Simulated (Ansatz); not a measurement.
Ge:
```
Ge
1.0
    2.83171     0.00000     0.00000
   -1.41585     2.45233     0.00000
    0.00000     0.00000     2.64742
Ge
1
Direct
  0.00000   0.00000   0.50000
```

Relaxed with PBEsol. Special points in fractions of this cell's reciprocal vectors: Γ (0.000, 0.000, 0.000); M (0.500, 0.000, 0.000); K (0.333, 0.333, 0.000); A (0.000, 0.000, 0.500); L (0.500, 0.000, 0.500); H (0.333, 0.333, 0.500).

Task: List the band energies nearest the Fermi level at these points for plane-wave PAW PBEsol with spin–orbit coupling (Ansatz code).

Result: In eV from the Fermi level; about four levels below and three above (degenerate sets whole), none deeper than 8.9 eV; … stands for higher levels left out; points with the same levels are listed once.

| k | below | above |
|---|---|---|
| Γ | – | 6.82 6.82 8.32 8.32 |
| M | -8.28 -8.28 -5.83 -5.83 | 4.14 4.14 8.13 8.13 |
| K | -3.70 -3.70 -3.59 -3.59 | 11.66 11.66 17.37 17.37 |
| A | -6.18 -6.18 | 11.33 11.33 11.74 11.74 |
| L | -2.58 -2.58 -2.01 -2.01 | 3.27 3.27 7.24 7.24 |
| H | -0.42 -0.42 -0.28 -0.28 | 5.21 5.21 … |

Space group P6/mmm. The first step of the workflow began from a Materials Project structure, measured or hypothetical; the Crystallography Open Database copy checked does not list it. It is not the phase usual at ambient conditions (space group No. 227). The PBEsol relaxation kept the symmetry of its start; whether a distortion lowers the energy is not shown.

Potentials: the later of the program's two PAW sets.
